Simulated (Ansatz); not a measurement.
# CaMg under pressure: fit and missing row

CaMg, Pm-3m, a = 3.970 Å. The structure is a Materials Project entry; whether it is the stable form wasn't checked. Ansatz: r2SCAN, PAW, 500 eV, Γ-centred 10×10×10 mesh on 2 atoms, Gaussian smearing 0.10 eV; no spin polarisation. Cell and atoms are relaxed at each pressure, and no other structure is tried, so the rows at high pressure may lie past a change of phase.

```
V (Å³/atom) P (GPa)
     13.515    90.00
     16.561    49.99
     20.167    24.98
     23.765    12.00
     27.743     3.99
          ?     1.01
     31.279     0.04
     32.621    -0.99
```

Task: Take V0 = 31.279 Å³/atom, count pressures from its P0 = 0.04 GPa, fit the third-order Birch–Murnaghan form to the other rows, and predict the missing volume.

Result: With the Eulerian strain f = ½[(V0/V)^(2/3) − 1] and y = (P − P0)/[3f(1 + 2f)^(5/2)], the form is the line y = B0 + 1.5 B0 (B0′ − 4) f. Rows (f, y): 0.37484, 19.76; 0.26398, 21.86; 0.16995, 23.54; 0.10050, 25.09; 0.04163, 25.90; -0.01381, 26.66. Means f = 0.1562, y = 23.802; Σ(Δf)² = 0.1047, ΣΔfΔy = -1.895; the slope is their ratio. y = 26.63 − 18.09 f GPa, so B0 = 26.6 GPa and B0′ = 4 + 2 × (-18.09)/(3 × 26.63) = 3.55. P = 1.01 GPa is met at f = 0.01156 (y = 26.421), so V = V0 (1 + 2f)^(−3/2) = 30.225 Å³/atom. The run gave 30.220 Å³/atom, so the fit is 0.005 Å³/atom too high, within the rms miss on the fitted rows (0.023 Å³/atom).

The mesh isn't the same in all rows (10×10×10, 12×12×12, 14×14×14).